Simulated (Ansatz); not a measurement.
Bi$_{2}$SO$_{2}$:
```
Bi2SO2
1.0
    3.82307     0.00000     0.00000
    0.00000    11.90603     0.00000
    0.00000     0.00000     3.81924
Bi S O
4 2 4
Direct
  0.47257   0.85771   0.50000
  0.52743   0.14229   0.50000
  0.97257   0.64229   0.00000
  0.02743   0.35771   0.00000
  0.00000   0.00000   0.00000
  0.50000   0.50000   0.50000
  0.47999   0.74990   0.00000
  0.52001   0.25010   0.00000
  0.97999   0.75010   0.50000
  0.02001   0.24990   0.50000
```

Relaxed with PBEsol. Special points in fractions of this cell's reciprocal vectors: Γ (0.000, 0.000, 0.000); X (0.500, 0.000, 0.000); S (0.500, 0.500, 0.000); Y (0.000, 0.500, 0.000); Z (0.000, 0.000, 0.500); U (0.500, 0.000, 0.500); R (0.500, 0.500, 0.500); T (0.000, 0.500, 0.500).

**Question.** List the band energies nearest the valence-band maximum at these points for the program Ansatz at the PBEsol level (PAW).

**Answer.** In eV from the valence-band maximum; about four levels below and three above (degenerate sets whole), none deeper than 8.9 eV; points with the same levels are listed once.

| k | below | above |
|---|---|---|
| Γ | -0.84 -0.63 -0.60 -0.33 | 0.77 1.53 3.42 |
| X | -0.16 -0.16 0.00 0.00 | 2.79 2.79 3.89 3.89 |
| S | -0.16 -0.16 0.00 0.00 | 2.83 2.83 3.87 3.87 |
| Y | -0.82 -0.82 -0.65 -0.65 | 1.30 1.30 3.98 3.98 |
| Z | -0.14 -0.14 -0.01 -0.01 | 2.79 2.79 3.89 3.89 |
| U | -1.48 -1.48 -1.48 -1.48 -0.79 -0.79 | 1.27 1.27 3.67 3.67 |
| R | -1.48 -1.48 -1.48 -1.48 -0.92 -0.92 | 2.33 2.33 2.34 2.34 |
| T | -0.14 -0.14 -0.01 -0.01 | 2.83 2.83 3.87 3.87 |

Space group Pnnm. The first step of the workflow began from a Materials Project structure, measured or hypothetical; the Crystallography Open Database copy checked does not list it. Whether it is the stable phase at ambient conditions was not checked. Symmetry was held in the PBEsol relaxation; its stability against distortions is not shown here. Scalar-relativistic: spin–orbit coupling is off unless named, which matters more the heavier the elements.

Potentials: the later of the program's two PAW sets.
